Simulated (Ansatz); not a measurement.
Relaxed candidate structures of Y₂Ge:

A. P4/nmm, origin choice 1 (No. 129), tP6; a = 4.373 Å, b = 4.373 Å, c = 8.083 Å, α = 90.00°, β = 90.00°, γ = 90.00°; Y 2a (0.000, 0.000, 0.000); Y 2c (0.500, 0.000, 0.357); Ge 2c (0.000, 0.500, 0.275)

B. P6/mmm (No. 191), hP3; a = b = 5.079 Å, c = 3.138 Å, α = β = 90.00°, γ = 120.00°; Ge 1b (0.000, 0.000, 0.500); Y 2c (0.333, 0.667, 0.000)

C. Fddd, origin choice 1 (No. 70), oF24, AFLOW prototype A2B_oF24_70_e_a (C54, as in TiSi2); a = 5.657 Å, b = 9.422 Å, c = 11.011 Å, α = β = γ = 90.00°; Y 16f (0.000, 0.319, 0.000); Ge 8a (0.000, 0.000, 0.000)

D. P6₃/mmc (No. 194), hP12; a = 9.708 Å, b = 9.708 Å, c = 7.886 Å, α = 90.00°, β = 90.00°, γ = 120.00°; Ge 4f (0.667, 0.333, 0.098); Y 2c (0.333, 0.667, 0.250); Y 6g (0.500, 0.500, 0.500)

Put the candidates in order of energy per atom, lowest first, for r2SCAN (plane waves to 500 eV, PAW, scalar-relativistic; Ansatz, a quantum-chemistry and plane-wave program).

A (reference), C (+0.25 eV/atom), B (+0.82 eV/atom), D (+1.19 eV/atom)

Each run could gain symmetry but not lose that of its start, so entries can be saddle points. All of these are generated cells (placed on structure types, drawn at random, substituted or restacked) that were not matched to a known phase here. The real structure of this composition may not be among these, and whether this composition forms is not checked here. Static energies at zero pressure. No spin polarisation in the result.
